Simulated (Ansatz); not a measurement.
Structure types of Zr were relaxed at one common pressure (all-electron LAPW in Ansatz 0.2.0 under PBEsol, scalar-relativistic, no spin polarisation, zero temperature). They take these volumes:

```
            type  space group  V (Å³/atom)
             hcp     P6_3/mmc        20.06
         diamond        Fd-3m        23.02
simple hexagonal       P6/mmm        20.19
              sc        Pm-3m        20.63
```

Task: At about which pressure, and is the densest type also the lowest in enthalpy?

Result: 13 GPa. The densest is hcp, and it is also the lowest in enthalpy among these.
